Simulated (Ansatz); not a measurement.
## Two states of Gd3Ti2

```
Gd Ti
1.0
     0.00000    3.81764    0.00000
     6.88599   -1.90882    0.00000
     2.79632    0.00000   -9.47663
Gd Ti
6 4
Direct
  0.36797 0.73594 0.99821
  0.63203 0.26406 0.00179
  0.35598 0.71196 0.37046
  0.64402 0.28804 0.62954
  0.90290 0.80580 0.67280
  0.09710 0.19420 0.32720
  0.03580 0.07160 0.85680
  0.96420 0.92840 0.14320
  0.24230 0.48460 0.77320
  0.75770 0.51540 0.22680
```

Single point in Ansatz 0.2.0 with r2SCAN. Cutoff 500 eV, PAW datasets, 5×5×2 Γ-centred k mesh, fermi-dirac filling (width 0.1 eV).

State A: Gd1 up, Gd2 up, Gd3 down, Gd4 down, Gd5 up, Gd6 up, Ti7 down, Ti8 down, Ti9 up, Ti10 up (collinear spin). State B: Gd1 up, Gd2 down, Gd3 up, Gd4 down, Gd5 up, Gd6 down, Ti9 up, Ti10 down (collinear spin).

Problem. Which state is lower, and how do they differ?

Solution. State B is lower by 5.6 meV an atom at zero smearing; in free energy at this smearing B lies -5.1 meV an atom from A. So small a gap isn't resolved on this mesh where a state is a metal.

```tsv
state	free energy (meV/atom)	largest moment in a small sphere (μB)	net moment (μB/cell)	gap on mesh (eV)	pressure (GPa)	largest force (eV/Å)
A	5.1	7.33	15.49	metal	6.8	1.39
B	0.0	7.38	0.00	metal	7.0	1.44
```

Origin: a known structure type with other elements, at an estimated volume, so it need not be a known compound. Caveats: the k mesh is coarse if the cell is a metal; f shells without a U or exact exchange are poorly placed.
